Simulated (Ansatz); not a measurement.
Tc:
```cif
data_Tc2
_chemical_formula_sum 'Tc2'
_space_group_name_H-M_alt 'P63/mmc'
_space_group_IT_number 194
_space_group_name_Hall '-P 6c 2c'
_cell_length_a 2.73656
_cell_length_b 2.73656
_cell_length_c 4.38074
_cell_angle_alpha 90.000
_cell_angle_beta 90.000
_cell_angle_gamma 120.000
loop_
_atom_site_label
_atom_site_type_symbol
_atom_site_symmetry_multiplicity
_atom_site_Wyckoff_symbol
_atom_site_fract_x
_atom_site_fract_y
_atom_site_fract_z
_atom_site_occupancy
Tc1 Tc 2 d 0.66667 0.33333 0.25000 1
```

Relaxed with r²SCAN.

Task: Decompose the optical modes at the zone centre into irreducible representations, and say which are infrared and Raman allowed.

Result: Point group 6/mmm: Γ_opt = B1g + E2g. Infrared: none. Raman: E2g.

Task: Assign frequencies (DFPT, DFT-r²SCAN in the program Ansatz with PAW potentials).

Result: B1g 54i, E2g 131 cm⁻¹.

Subscripts of B labels follow the axes of the standard setting.

Space group P6_3/mmc (hcp (Mg type)). Symmetry was held in the r²SCAN relaxation. At this level the phase is dynamically unstable (imaginary phonons). The run is not spin-polarised. As this level gives no gap, phonon frequencies hold no LO–TO term and depend on the k-mesh and smearing (Fermi–Dirac, 0.1 eV here).

Potentials: the later of the program's two PAW sets.
